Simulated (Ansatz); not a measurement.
GeMo in space group P6/mmm (No. 191; Mo on 3f, Ge on 1a, Ge on 2d) at seven volumes, PBE in the plane-wave PAW code Ansatz, shape and atoms relaxed at each. One row is withheld.

```json
[
 {"V (Å³/atom)": "16.669", "P (GPa)": "18.31"},
 {"V (Å³/atom)": "17.219", "P (GPa)": "11.16"},
 {"V (Å³/atom)": "17.768", "P (GPa)": "5.11"},
 {"V (Å³/atom)": "18.318", "P (GPa)": "0.00"},
 {"V (Å³/atom)": "18.867", "P (GPa)": "-4.32"},
 {"V (Å³/atom)": "19.417", "P (GPa)": "?"},
 {"V (Å³/atom)": "19.966", "P (GPa)": "-11.05"}
]
```

Problem. Fit the shown pressures and predict the withheld one.

Solution. P = (3/2)B₀(x^(7/2) − x^(5/2))[1 + (3/4)(B′ − 4)(x − 1)] with x = (V₀/V)^(2/3). Least squares on the six rows gives V₀ = 18.318 Å³/atom, B₀ = 156 GPa, B′ = 4.59. At V = 19.417, x = 0.9619 and P = -7.95 GPa. The run itself gave -7.97 GPa.

A made-up cell: these elements were put on the sites of a structure type; neither database checked (COD, Materials Project) lists it. Its standing as an ambient phase is unchecked. The PBE relaxation kept the symmetry of its start; its stability against distortions is not shown here. The run is not spin-polarised.

Potentials: the later of the program's two PAW sets.
